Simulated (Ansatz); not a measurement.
La2O3:
```
La2O3
1.0
    3.88312     0.00000     0.00000
   -1.94156     3.36288     0.00000
    0.00000     0.00000     5.95097
La O
2 3
Direct
  0.66667   0.33333   0.75603
  0.33333   0.66667   0.24397
  0.66667   0.33333   0.35341
  0.33333   0.66667   0.64659
  0.00000   0.00000   0.00000
```

Tensor components refer to the Cartesian frame of this cell.

**Question.** Give the high-frequency dielectric tensor and the Born effective charge tensors of the independent atoms from DFPT, LDA in the plane-wave PAW code Ansatz.

**Answer.** 
ε∞:
```
4.92  0.00  0.00
0.00  4.92  0.00
0.00  0.00  4.87
```
Z* of atom 1 (La), rows: field, columns: displacement, in e:
```
4.22  0.00  0.00
0.00  4.22  0.00
0.00  0.00  3.87
```
Z* of atom 3 (O), rows: field, columns: displacement, in e:
```
-2.85   0.00   0.00
 0.00  -2.85   0.00
 0.00   0.00  -2.59
```
Z* of atom 5 (O), rows: field, columns: displacement, in e:
```
-2.74   0.00   0.00
 0.00  -2.74   0.00
 0.00   0.00  -2.57
```

Space group P-3m1 (La2O3 or Ni2Al3 type). Symmetry was held in the LDA relaxation. Spin–orbit coupling is left out wherever it is not named.

Potentials: the earlier of the program's two PAW sets. The files were generated under PBE; for other functionals the program regenerates the frozen cores, and for LDA and PBEsol the local potential too.
